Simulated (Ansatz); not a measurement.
Ir (fcc, Cu type)

```xyz
4
Lattice="3.8305 0.0000 0.0000 0.0000 3.8305 0.0000 0.0000 0.0000 3.8305" Properties=species:S:1:pos:R:3 pbc="T T T"
Ir     0.0000     0.0000     0.0000
Ir     1.9152     1.9152     0.0000
Ir     1.9152     0.0000     1.9152
Ir     0.0000     1.9152     1.9152
```

Two-dimensional scan of atom 2 (Ir, nearest neighbour Ir at 2.709 Å; its periodic images, 3.8 Å or more away, move with it): u runs along (0.707, 0.707, 0.000), v along (0.000, 0.000, 1.000) (Cartesian). Cell and other atoms are fixed.

Level of theory: PBEsol (plane waves to 420 eV, PAW, scalar-relativistic; Ansatz, a quantum-chemistry and plane-wave program). k mesh 10×10×10 (Γ-centred), Fermi-Dirac smearing 0.05 eV. E stands for the smeared free energy. With partly filled bands, energies and forces of such displacements shift with the k mesh and the smearing. Ir is run without spin polarisation. Ir was relaxed with its symmetry unable to fall. Spin-orbit coupling is left out, though Ir is heavy. The last digit holds for this mesh only.

Changes of ΔE (eV/cell) from the point u = 0.000 Å, v = 0.000 Å when one coordinate moves alone (two changes are said to add if the coupling is within 5 % of the smaller one, nearly so within 20 %):

| point | change |
|---|---|
| u = 0.000 Å, v = -0.410 Å | 1.3444 |
| u = 0.000 Å, v = -0.273 Å | 0.5654 |
| u = 0.000 Å, v = -0.137 Å | 0.1377 |
| u = -0.410 Å, v = 0.000 Å | 1.4930 |
| u = -0.273 Å, v = 0.000 Å | 0.5988 |
| u = -0.137 Å, v = 0.000 Å | 0.1395 |
| u = 0.137 Å, v = 0.000 Å | 0.1395 |
| u = 0.273 Å, v = 0.000 Å | 0.5988 |
| u = 0.410 Å, v = 0.000 Å | 1.4930 |
| u = 0.000 Å, v = 0.137 Å | 0.1377 |
| u = 0.000 Å, v = 0.273 Å | 0.5654 |
| u = 0.000 Å, v = 0.410 Å | 1.3444 |

**Question.** Do the two effects add at u = -0.273 Å, v = 0.410 Å? Give the computed change.

**Answer.** The sum of the single changes is 0.5988 + (1.3444) = 1.9432; the calculation gives 2.2442, so the coupling contributes 0.3010 (over 20 % of the smaller single change, not additive).

**Question.** Do the two effects add at u = -0.137 Å, v = 0.137 Å? Give the computed change.

**Answer.** The sum of the single changes is 0.1395 + (0.1377) = 0.2772; the calculation gives 0.2869, so the coupling contributes 0.0097 (under 20 % of the smaller single change, nearly additive).

**Question.** Do the two effects add at u = -0.410 Å, v = 0.410 Å? Give the computed change.

**Answer.** The sum of the single changes is 1.4930 + (1.3444) = 2.8374; the calculation gives 3.3967, so the coupling contributes 0.5593 (over 20 % of the smaller single change, not additive).

(For displaced atoms, the force is minus the slope of the energy, and its curvature is a force constant, which sets phonon frequencies.)
